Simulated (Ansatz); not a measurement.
A geometry of La2O3 away from equilibrium: the start of the relaxation of a randomly generated symmetric cell of La2O3 (space group No. 194). These are PBE (plane waves to 420 eV, PAW, scalar-relativistic; Ansatz, an electronic-structure program) values and carry that method's errors. Γ-centred k-mesh 6×6×3 on the run's cell (coarser than for final values), Fermi–Dirac smearing 0.05 eV.

```xyz
10
Lattice="4.6862 0.0000 0.0000 -2.3431 4.0584 0.0000 0.0000 0.0000 10.1329" Properties=species:S:1:pos:R:3 pbc="T T T"
La     0.0000     0.0000     0.0000
La     0.0000     0.0000     5.0665
La     0.0000     2.7056     2.5332
La     2.3431     1.3528     7.5997
O      0.0000     0.0000     2.5332
O      0.0000     0.0000     7.5997
O      0.0000     2.7056     6.8200
O      0.0000     2.7056     8.3794
O      2.3431     1.3528     3.3129
O      2.3431     1.3528     1.7535
```

### Question
Which atoms carry the largest force, and which way does it point?

### Answer
0.76 eV/Å, on O7, O8, O9, O10 (atoms numbered as listed); on O7 its components are (0.00, 0.00, -0.76).

### Question
What is the pressure?

### Answer
-10.7 GPa, compression positive.

### Question
How much energy per atom can still be gained by relaxing?

### Answer
1.40 eV/atom; the path ends in P6₃/mmc (No. 194).

No spin polarisation in the result.

The run could not lose the symmetry of its start: the end is stationary, and may be a saddle point rather than a minimum.

The end of the path is a generated cell of La2O3: the first start was made by a random draw of sites in a space group, and the end was not matched to a known phase here, so it may be hypothetical. Known forms of La2O3 include space group No. 164.
